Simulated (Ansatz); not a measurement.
Data:

Ni3C:
```cif
data_C2Ni6
_chemical_formula_sum 'Ni6 C2'
_space_group_name_H-M_alt 'P 1'
_space_group_IT_number 1
_cell_length_a 5.00511
_cell_length_b 5.00511
_cell_length_c 5.00511
_cell_angle_alpha 53.816
_cell_angle_beta 53.816
_cell_angle_gamma 53.816
loop_
_space_group_symop_operation_xyz
  'x, y, z'
loop_
_atom_site_label
_atom_site_type_symbol
_atom_site_fract_x
_atom_site_fract_y
_atom_site_fract_z
_atom_site_occupancy
Ni1 Ni 0.92308 0.25000 0.57692 1
Ni2 Ni 0.07692 0.75000 0.42308 1
Ni3 Ni 0.57692 0.92308 0.25000 1
Ni4 Ni 0.42308 0.07692 0.75000 1
Ni5 Ni 0.25000 0.57692 0.92308 1
Ni6 Ni 0.75000 0.42308 0.07692 1
C1 C 0.50000 0.50000 0.50000 1
C2 C 0.00000 0.00000 0.00000 1
```

This is the PBEsol-relaxed structure.

All from the program Ansatz at the PBEsol level (PAW), unless another level is named. Predict the Debye temperature from the elastic constants.

482 K.

Give the highest zone-centre frequency.

705 cm⁻¹.

Space group R-3c. The workflow started from a Materials Project entry (that database holds measured and hypothetical structures alike); the Crystallography Open Database files this formula in space group No. 167, but the cells were not matched. Whether it is the stable phase at ambient conditions was not checked. The PBEsol relaxation kept the symmetry of its start; whether a distortion lowers the energy is not shown. No spin polarisation was allowed. As this level gives no gap, shear constants depend on the k-mesh and smearing (Fermi–Dirac, 0.1 eV here). As this level gives no gap, phonon frequencies hold no LO–TO term and depend on the k-mesh and smearing (Fermi–Dirac, 0.1 eV here).

Potentials: the later of the program's two PAW sets.
